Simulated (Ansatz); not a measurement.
ZrO2 (polar-ZrO2 type, space group Pca2_1)

```
ZrO2
1.0
    5.28675     0.00000     0.00000
    0.00000     5.07266     0.00000
    0.00000     0.00000     5.09827
Zr O
4 8
Cartesian
  0.16158   1.35164   1.26855
  5.12517   3.72102   3.81768
  2.80496   3.72102   1.26855
  2.48179   1.35164   3.81768
  1.93411   0.34350   0.54614
  3.35264   4.72916   3.09528
  4.57749   4.72916   0.54614
  0.70926   0.34350   3.09528
  1.21276   2.72069   0.00029
  4.07399   2.35197   2.54943
  3.85614   2.35197   0.00029
  1.43061   2.72069   2.54943
```

Equation-of-state scan: isotropic scaling of the cell above, V₀ being its volume. The atoms relax within the cell's symmetry.

Calculation: r2SCAN (plane waves to 500 eV, PAW, scalar-relativistic; Ansatz, an electronic-structure program). k mesh 5×5×5 (Γ-centred), Fermi-Dirac smearing 0.05 eV. The energy includes the smearing's −TS. The relaxing atoms change the space group within the scan (Pbcn at V/V₀ = 1.100), so nothing is fitted. ZrO2 is run without spin polarisation. ZrO2 was relaxed with its symmetry unable to fall. ΔE is measured from the relaxed starting cell.

Question: Predict the ΔE (kJ/mol of atoms) at V/V₀ = 0.933, 0.950, 1.033, 1.067, 1.100.

Answer: 
| V/V₀ | ΔE (kJ/mol of atoms) |
|---|---|
| 0.933 | 3.53 |
| 0.950 | 1.94 |
| 1.033 | 0.73 |
| 1.067 | 2.66 |
| 1.100 | 4.66 |

(Under strain, the slope of the energy per volume gives the stress and its curvature an elastic modulus.)
